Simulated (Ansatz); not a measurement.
ZrTa (L1₀ or tetragonal B2, P4/mmm), DFT-PBE in the program Ansatz with PAW potentials, all energies at zero smearing, with the estimated change up to a 700 eV cutoff added, with one set of potentials and settings (totals compare only within such a set). Cell of 2 atoms (1 Ta, 1 Zr): -14115.669 eV.

| element | reference phase | E (eV/atom) |
|---|---|---|
| Ta | Im-3m, 1 atoms in the cell | -9932.2522 |
| Zr | P6_3/mmc, 2 atoms in the cell | -4183.8362 |

Formation energy per atom, worked out: (-14115.669 − 1×(-9932.2522) − 1×(-4183.8362))/2 = 0.210 eV/atom (20 kJ per mol of atoms), at 0 K, without zero-point energy or fitted corrections.

The start of the workflow was typed in or built on a structure type; neither database checked (COD, Materials Project) lists it. Its standing as an ambient phase is unchecked. The cell was relaxed with PBE under the symmetry of its start; its stability against distortions is not shown here. No spin polarisation was allowed. Its formation energy is positive at this level, so the cell may be metastable or incomplete. The references are the lowest solids computed at this level, not always the standard phases. Scalar-relativistic: spin–orbit coupling is off unless named, which matters more the heavier the elements.

Potentials: the later of the program's two PAW sets.
